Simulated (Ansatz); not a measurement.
# From CaAl2Ge2 to SrAl2Ge2

```xyz
5
Lattice="4.1502 0.0000 0.0000 -2.0751 3.5942 0.0000 0.0000 0.0000 7.1325" Properties=species:S:1:pos:R:3 pbc="T T T"
Ca    0.0000    0.0000    0.0000
Al   -0.0002    2.3962    4.4885
Al    2.0753    1.1979    2.6440
Ge   -0.0002    2.3962    1.8699
Ge    2.0753    1.1979    5.2626
```

All energies were calculated with Ansatz 0.2.0 (r2SCAN; 500 eV; 7×7×4 Γ-centred mesh; tetrahedron occupations). Spin: none. Single points at fixed atoms.

Now every Ca is replaced by Sr on the same fractional sites, and the cell goes from 21.28 to 22.64 Å³ an atom (a = 4.237 Å, b = 4.237 Å, c = 7.282 Å, α = 90.00°, β = 90.00°, γ = 120.00°; 9×9×5 Γ-centred mesh, fermi-dirac occupations of width 0.100 eV).

Q: Give the results for both cells and read them.

A: The runs give:

| quantity | CaAl2Ge2 | SrAl2Ge2 |
| --- | --- | --- |
| pressure (GPa) | 0.9 | 0.6 |
| formation energy (eV/atom) | -0.479 | -0.476 |

Mean Bader charges in e: Ca +1.41 becomes Sr +1.37; Al +1.82 → +1.69, Ge -2.52 → -2.37. Sr is about as electronegative as Ca (Pauling 0.95 against 1.00); its site moves by -0.04 e an atom, and Ge by +0.15. Neither shows a clear gap on its mesh.

Origins: CaAl2Ge2, a database entry at a slightly scaled volume; SrAl2Ge2, a known structure type with other elements put in, at an estimated volume. An invented cell need not be a known compound.

Caveats: atoms and cells are not relaxed; empty levels are not fully converged; forces and stress under tetrahedra may miss the slope of the energy; pressure is positive in compression; a dash marks a value that doesn't apply or isn't given.
